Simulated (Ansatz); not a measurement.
Level of theory: DFT PBE, scalar-relativistic, plane waves, PAW (Ansatz). Settings: cutoff 420 eV, Γ-centred meshes spaced at most about 0.3 Å⁻¹, and about 0.25 Å⁻¹ or finer for metals (2π included), Gaussian smearing. No spin polarisation in the final relaxations.

All energies are static (0 K, no zero-point motion).

Compare these two cells of CuSn4, each relaxed at this level.

A.

```
CELL_PARAMETERS angstrom
-3.20348 3.20348 3.20348
3.20348 -3.20348 3.20348
3.20348 3.20348 -3.20348
ATOMIC_POSITIONS crystal
Cu 0.00000 0.00000 0.00000
Sn 0.00000 0.00000 0.50000
Sn 0.50000 0.00000 0.00000
Sn 0.00000 0.50000 0.00000
Sn 0.50000 0.50000 0.50000
```

B.

```
CELL_PARAMETERS angstrom
5.13889 0.00000 0.00000
0.00000 5.13889 0.00000
0.00000 0.00000 5.13889
ATOMIC_POSITIONS crystal
Cu 0.50000 0.50000 0.50000
Sn 0.00000 0.00000 0.00000
Sn 0.50000 0.50000 0.00000
Sn 0.50000 0.00000 0.50000
Sn 0.00000 0.50000 0.50000
```

Question: Which is lower in energy, and by how much?

Answer: A is lower, by 97 meV/atom. A has space group Im-3m (No. 229), 26.3 Å³/atom and no gap on its mesh; B has space group Pm-3m (No. 221), 27.1 Å³/atom and no gap. Counting all near atoms (those within 1.25 times the shortest distance at each site; a plus sign parts nearer from farther groups; a slash parts the counts of unlike sites), A has Cu 8, Sn 2+6 and B has Cu 6, Sn 2/12+8. The denser one is the lower, and pressure would at first widen the difference. Even the lower one lies +0.14 eV/atom against the reference forms of the elements (uncorrected), so neither is stable at this level. Both come from invented guesses.

Cells relaxed within their symmetry can be saddle points.
